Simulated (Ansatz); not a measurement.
These are results of Ansatz, DFT PBE, scalar-relativistic, plane waves, PAW, not measurements. Settings: cutoff 420 eV, Γ-centred meshes spaced at most about 0.3 Å⁻¹, and about 0.25 Å⁻¹ or finer for metals (2π included), Gaussian smearing. Collinear spin in cells that started with moments and kept them past the coarse steps, no spin elsewhere.

Temperature and zero-point effects are left out. All come from trial cells, and lower structures may exist.

Task: Order these relaxed structures of OsPd₄ by energy, lowest first, with the energy over the lowest of them.
A.

```
Pd Os
1.0
     4.57368    0.00000    0.00000
     0.00000    4.57368    0.00000
     0.00000    0.00000    4.57368
Pd Os
4 1
Cartesian
  1.3516 1.3516 1.3516
  3.2221 3.2221 1.3516
  1.3516 3.2221 3.2221
  3.2221 1.3516 3.2221
  0.0000 0.0000 0.0000
```

B.

```
Pd Os
1.0
     4.53694    0.00000    0.00000
    -2.26847    3.92911    0.00000
     0.00000    0.00000    5.23186
Pd Os
4 1
Direct
  0.33333 0.66667 0.00000
  0.66667 0.33333 0.00000
  0.33333 0.66667 0.50000
  0.66667 0.33333 0.50000
  0.00000 0.00000 0.50000
```

Result: B (0 meV/atom), A (180 meV/atom). Forms: B P6/mmm, moments up to 1.6 μB; A P-43m, no spin. Counting all near atoms (those within 1.25 times the shortest distance at each site; a plus sign parts nearer from farther groups; a slash parts the counts of unlike sites): B has Pd 5/8, Os 6; A has Pd 1+3, Os 4. Even the lowest lies +0.93 eV/atom against the elements.

These runs have no spin–orbit coupling, which can matter for Os. The magnetic state reached may not be the lowest. Cells relaxed within their symmetry can be saddle points. Some candidate types were left out of the draw beforehand, so a known form may be missing.
